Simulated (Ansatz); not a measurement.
Nb₂AlB₂ (Cmmm), relaxed and computed with several functionals in Ansatz (plane waves, PAW).

```json
[
 {"functional": "r²SCAN", "a (Å)": "3.145", "c (Å)": "3.310", "V (Å³/atom)": "12.10", "ΔH_f (eV/atom)": "-0.59"},
 {"functional": "PBEsol", "a (Å)": "3.134", "c (Å)": "3.286", "V (Å³/atom)": "11.93", "ΔH_f (eV/atom)": "-0.59"},
 {"functional": "PBE", "a (Å)": "3.151", "c (Å)": "3.318", "V (Å³/atom)": "12.20", "ΔH_f (eV/atom)": "-0.55"}
]
```

Typed or built starts, not in the databases checked: Nb2AlB2, Cmmm (Al on 2a, Nb on 4j, B on 4i). All cells were relaxed under the symmetry of their starts (and spin orders); stability against distortions was not tested throughout. Rows with no word on spin ran without spin polarisation. Spin–orbit coupling is left out wherever it is not named.

Potentials: the later of the program's two PAW sets.

Ansatz (a quantum-chemistry and plane-wave program) is a plane-wave DFT program.

Formation energies count from the lowest solids of the elements computed at the same level, not from gases.
